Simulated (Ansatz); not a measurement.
TaGa3 (Cu3Au type, space group No. 221) under volume change, PBEsol in the plane-wave PAW code Ansatz, scaled uniformly.

```json
[
 {"V (Å³/atom)": "14.306", "E − E(relaxed) (meV/atom)": "(withheld)", "P (GPa)": "(withheld)"},
 {"V (Å³/atom)": "14.778", "E − E(relaxed) (meV/atom)": "24.8", "P (GPa)": "8.94"},
 {"V (Å³/atom)": "15.250", "E − E(relaxed) (meV/atom)": "5.8", "P (GPa)": "4.07"},
 {"V (Å³/atom)": "15.721", "E − E(relaxed) (meV/atom)": "0.0", "P (GPa)": "0.00"},
 {"V (Å³/atom)": "16.193", "E − E(relaxed) (meV/atom)": "5.2", "P (GPa)": "-3.46"},
 {"V (Å³/atom)": "16.664", "E − E(relaxed) (meV/atom)": "19.9", "P (GPa)": "-6.45"},
 {"V (Å³/atom)": "17.136", "E − E(relaxed) (meV/atom)": "(withheld)", "P (GPa)": "(withheld)"}
]
```

Task: Some entries are withheld; supply them.

Result: 
- 17.136, E − E(relaxed) (meV/atom): 42.7
- 17.136, P (GPa): -8.97
- 14.306, E − E(relaxed) (meV/atom): 59.4
- 14.306, P (GPa): 14.72

Task: What does a third-order Birch–Murnaghan fit give for V₀, B₀ and B′?

Result: V₀ = 15.72 Å³/atom, B₀ = 126 GPa, B′ = 4.5.

Space group Pm-3m (Cu3Au type). A made-up cell: these elements were put on the sites of a structure type; neither database checked (COD, Materials Project) lists it. COD files the formula under space group No. 139, so this cell is another polymorph or a model. Whether it is the stable phase at ambient conditions was not checked. Symmetry was held in the PBEsol relaxation. At this level the phase is mechanically unstable. The run is not spin-polarised. Scalar-relativistic: spin–orbit coupling is off unless named, which matters more the heavier the elements.

Potentials: the earlier of the program's two PAW sets.
